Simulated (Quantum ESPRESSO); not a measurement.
Report: field gradients of Zr (P6₃/mmc) under strain

```
Zr
1.0
    3.23923     0.00000     0.00000
   -1.61961     2.80526     0.00000
    0.00000     0.00000     5.17222
Zr
2
Direct
  0.33333   0.66667   0.25000
  0.66667   0.33333   0.75000
```
The geometry is a computed Materials Project entry, not a measured one. It is Zr in P6₃/mmc. Stability against distortions was not tested. The run has no spin polarisation.

Method: field gradients by a PBE PAW density (pw.x of a modified build of Quantum ESPRESSO, JTH datasets) with the all-electron reconstruction of Petrilli and co-workers, 20 Ha, k-mesh 14×14×8 through Γ. Relaxations, where named, use PBE in pw.x of Quantum ESPRESSO. Values are those of each site's first atom; slopes are least-squares lines through the rows.

**Isotropic strain.** The last row in full: isotropic strain, all lattice vectors scaled by 1.02, fractional positions kept. Sites: Zr is atom 1.

| strain (%) | Vzz Zr (a.u.) |
|---|---|
| -2 | 0.452 |
| -1 | 0.429 |
| 0 | 0.405 |
| +1 | 0.380 |
| +2 | 0.355 |
| slope per % | -0.0243 |

Vzz Zr (a.u.) answers most, by -0.0243 per %. Largest miss of the straight line: Vzz Zr 0.0011.

**Volume-keeping strain along the main axis.** The last row in full: strained by +2 % along the unique axis and by -1 % across it, fractional positions kept. Sites: Zr is atom 1.

| strain (%) | Vzz Zr (a.u.) |
|---|---|
| -2 | 0.539 |
| -1 | 0.475 |
| 0 | 0.405 |
| +1 | 0.328 |
| +2 | 0.243 |
| slope per % | -0.0738 |

Vzz Zr (a.u.) answers most, by -0.0738 per %. Largest miss of the straight line: Vzz Zr 0.0071.

**Summary.** Under isotropic strain, the largest response is that of Vzz Zr (a.u.) (-0.0243 per %). Under volume-keeping strain along the main axis, the largest response is that of Vzz Zr (a.u.) (-0.0738 per %). Cores are frozen. Zr had no test against all-electron runs. This crystal comes out metallic or nearly gapless here; its field gradients are sensitive to mesh and smearing. Static lattice: thermal averaging is not included.

As single numbers, gradients under 0.02 a.u. lie near what cutoff and mesh leave (some 0.003 a.u. in our sweeps); these rows share cutoff and mesh counts, so their differences are steadier.
